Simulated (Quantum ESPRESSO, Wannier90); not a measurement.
## Wannierisation of Li2Se (anti-fluorite)

```
Li2Se
1.0
    0.00000     2.97605     2.97605
    2.97605     0.00000     2.97605
    2.97605     2.97605     0.00000
Li Se
2 1
Cartesian
 -1.48802  -1.48802  -1.48802
  1.48802   1.48802   1.48802
  0.00000   0.00000   0.00000
```

Materials Project entry mp-2286; symmetrised, unrelaxed at this level. COD (Crystallography Open Database) has an entry of this formula and space group (matched by these alone). Method: PBE plane waves in Quantum ESPRESSO 7.5 (PseudoDojo norm-conserving files, 69 Ry, no spin polarisation, no spin-orbit coupling), Bloch states on a 10×10×10 mesh through Γ, Wannier90 4.0.1. Density: 10×10×10 mesh, cold smearing 0.01 Ry. Spin-orbit coupling, left out, would split the p-like bands by a few tenths of an eV.

Base run: 12 functions from bands 8-28 of the 28 computed, start hydrogen-like Li: s;p; Se: s;p, centres 0.05 Å off the atoms, frozen window up to 4.46 eV relative to the valence-band maximum, outer window open. One setting was then changed (edges relative to the valence-band maximum; misfit to pw.x on a path, for states up to 4.0 eV relative to the valence-band maximum).

```csv
run,Ω_I (Å²),rms misfit (meV),worst (meV)
base,14.70,5.5,45
changed,21.80,2.4,23
```

**Question.** Which change was made?
A) only the lowest 14 of the kept bands
B) frozen window to 6.46 eV
C) only the lowest 18 of the kept bands
D) only the lowest 16 of the kept bands
E) outer window to 16.94 eV

**Answer.** E, outer window to 16.94 eV. The others give:

```
run                                   Ω_I (Å²)  rms misfit (meV)  worst (meV)
------------------------------------  --------  ----------------  -----------
frozen window to 6.46 eV                 16.31               1.9           10
only the lowest 14 of the kept bands     24.91               2.2           12
only the lowest 16 of the kept bands     19.04               3.7           30
only the lowest 18 of the kept bands     16.48               4.6           37
```
